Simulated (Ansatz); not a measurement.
## SiO2 — electric field gradients

The cell is a COD entry, ions relaxed with PBE at fixed cell.

```
CELL_PARAMETERS angstrom
4.97170 0.00000 0.00000
0.00000 4.97170 0.00000
0.00000 0.00000 6.92230
ATOMIC_POSITIONS crystal
Si 0.30536 0.30536 0.00000
Si 0.19464 0.80536 0.25000
Si 0.69464 0.69464 0.50000
Si 0.80536 0.19464 0.75000
O 0.23669 0.11677 0.18542
O 0.38323 0.73669 0.43542
O 0.76331 0.88323 0.68542
O 0.61677 0.26331 0.93542
O 0.73669 0.38323 0.56458
O 0.88323 0.76331 0.31458
O 0.26331 0.61677 0.06458
O 0.11677 0.23669 0.81458
```

Atoms are numbered from 1 in the order listed; like atoms form one site, named after its first atom.

Level of theory: DFT, PBE, plane waves and PAW (field gradients read without the response of the frozen cores, which leaves them typically 4 to 6 % off), scalar-relativistic, 420 eV cutoff, Γ-centred 5×5×4 k-points, Fermi–Dirac smearing 0.02 eV (Ansatz 0.2.0).

V_zz is the principal component of the electric field gradient with the largest magnitude, η = (V_xx − V_yy)/V_zz and C_Q = eQV_zz/h. ν_Q = 3|C_Q|/[2I(2I − 1)].

17O: I = 5/2, Q = -25.58 mb. Nuclear quadrupole moments: year-2017 set (Pyykkö).

Q: Which values are expected at the nuclei?

A: 

```csv
site,atoms (order as listed),first shell,C_Q (MHz),η,ν_Q (MHz)
O,"5, 6, 7, 8, 9, 10, …","2 Si at 1.62–1.63 Å, angle 143°",-6.02,0.20,0.903
```

At O V_zz runs parallel to the line that joins its two neighbours (within 1°).

Si has no stable isotope with a ground-state quadrupole moment in the table, so these sites are left out.
